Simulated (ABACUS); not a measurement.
Set-up for a self-consistent single point of W (P4_2/mmc, 8 atoms in the cell; from COD 9008583, changed as shown).

```
W
1.0
    4.98134     0.00000     0.00000
    0.00000     5.08300     0.00000
    0.00000     0.00000     5.08300
W
8
Cartesian
  0.00000   0.00000   0.00000
  2.49067   2.54150   2.54150
  0.00000   2.54150   1.27075
  0.00000   2.54150   3.81225
  1.24534   0.00000   2.54150
  3.73601   0.00000   2.54150
  2.49067   3.81225   0.00000
  2.49067   1.27075   0.00000
```

All values come from this method and carry its errors: LDA (PW92), PseudoDojo 0.4 standard norm-conserving LDA (tails mended) pseudopotentials (plane waves; ABACUS).

ABACUS settings:

| key | value |
|---|---|
| KPT | MP 4 4 4 0 0 0 |
| basis_type | pw |
| dft_functional | PWLDA |
| ecutwfc | 70 Ry |
| smearing_method | gaussian |
| smearing_sigma | 0.00367493 Ry |
| potentials | PseudoDojo 0.4 standard norm-conserving LDA (tails mended) |
| symmetry | 1 |
| ks_solver | cg |
| scf_nmax | 100 |
| scf_thr | 1.0e-09 Ry |
| mixing_type | pulay |

Results:

* **Number of valence electrons**: 112
* **Number of bands**: 68
* **Number of k-points after the program's reduction**: 6
* **Number of plane waves (most at a k-point)**: 8605
* **Number of SCF iterations**: 13
* **FFT grid**: 54 × 54 × 54
* **Free energy E − TS**: -16527.1301 eV
* **Pressure**: -8.95 GPa
* **Largest force (vector length)**: 0.036 eV/Å

Forces (eV/Å):
```csv
atom,Fx,Fy,Fz
W1,0.000,0.000,0.000
W2,0.000,0.000,0.000
W3,0.000,0.000,-0.036
W4,0.000,0.000,0.036
W5,0.000,0.000,0.000
W6,0.000,0.000,0.000
W7,0.000,-0.036,0.000
W8,0.000,0.036,0.000
```

Stress (GPa, positive for compression):
```
 -3.25    0.00    0.00
  0.00  -11.80    0.00
  0.00    0.00  -11.80
```

For comparison: a first run was changed to give this one (lattice vector a scaled by 0.98), and from it to this one the free energy goes down by 18.5 meV/atom, the pressure goes from -14.68 to -8.95 GPa and the largest force goes from 0.000 to 0.036 eV/Å.

Spin-orbit coupling is left out, which matters for bands and gaps with elements this heavy. No clean gap shows at this smearing width and mesh (spacing up to 0.32 Å⁻¹); the mesh is coarse for partly filled bands, so the values carry mesh errors.

Cost on one core: roughly 2.4 core-minutes.

“Tails mended”: in these copies of the files the far tail of each local potential was reset to the Coulomb form.
